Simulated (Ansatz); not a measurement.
Relaxed candidate structures of Os:

A. P6₃/mmc (No. 194), hP2, hcp (Mg type); a = b = 2.7294 Å, c = 4.3064 Å, α = β = 90.00°, γ = 120.00°; Os 2c (0.333, 0.667, 0.250)

B. Fm-3m (No. 225), cF4, fcc (Cu type); a = b = c = 3.821 Å, α = β = γ = 90.00°; Os 4a (0.000, 0.000, 0.000)

C. Im-3m (No. 229), cI2, bcc (W type); a = b = c = 3.0615 Å, α = β = γ = 90.00°; Os 2a (0.000, 0.000, 0.000)

### Question
Order them by energy per atom (lowest first) at the level PBEsol (plane waves to 420 eV, PAW, scalar-relativistic; Ansatz, a program for electronic structure).

### Answer
A (reference, the lowest of the structures calculated here), B (+0.15 eV/atom), C (+0.92 eV/atom)

Each run could gain symmetry but not lose that of its start, so entries can be saddle points. From databases, or of a type measured for this composition: P6₃/mmc, hP2, hcp (Mg type); Fm-3m, cF4, fcc (Cu type); the others are generated cells (placed on structure types, drawn at random, substituted or restacked) that were not matched to a known phase here. Static energies at zero pressure. No spin polarisation in the result.
